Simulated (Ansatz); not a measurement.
The relaxed structure here is a generated cell of AlPt: the first start was made by a random draw of sites in a space group, and the end was not matched to a known phase here, so it may be hypothetical.

A relaxed structure of AlPt. Computed with PBE (plane waves to 420 eV, PAW, scalar-relativistic; Ansatz, a program for electronic structure).

```
CELL_PARAMETERS angstrom
     -2.18339     2.18339     5.64670
      2.18339    -2.18339     5.64670
      2.18339     2.18339    -5.64670
ATOMIC_POSITIONS crystal
  Al 0.25774 0.75774 0.50000
  Al 0.75774 0.25774 0.50000
  Al 0.90086 0.90086 0.00000
  Pt 0.49607 0.99607 0.50000
  Pt 0.99607 0.49607 0.50000
  Pt 0.15307 0.15307 0.00000
```

Problem. Determine the symmetry and give the standard cell with its independent sites.

Solution. Space group I4mm (No. 107); a = b = 4.367 Å, c = 11.293 Å, α = β = γ = 90.00°

```tsv
atom	site	symmetry	x	y	z
Al	4b	2mm.	0.0000	0.5000	0.2577
Al	2a	4mm	0.0000	0.0000	0.9009
Pt	4b	2mm.	0.0000	0.5000	0.4961
Pt	2a	4mm	0.0000	0.0000	0.1531
```

Problem. Give the shortest distances between elements (the closest pairs, up to four, under 3.6 Å).

Solution. Al–Pt 2.43 Å; Al–Al 2.72 Å; Pt–Pt 2.81 Å.

- Volume per atom = 17.95 Å³
- Density = 10.27 g/cm³
- Band gap = zero (metallic)

No spin polarisation in the result.

The run could not lose the symmetry of its start, so the end can be a saddle point.
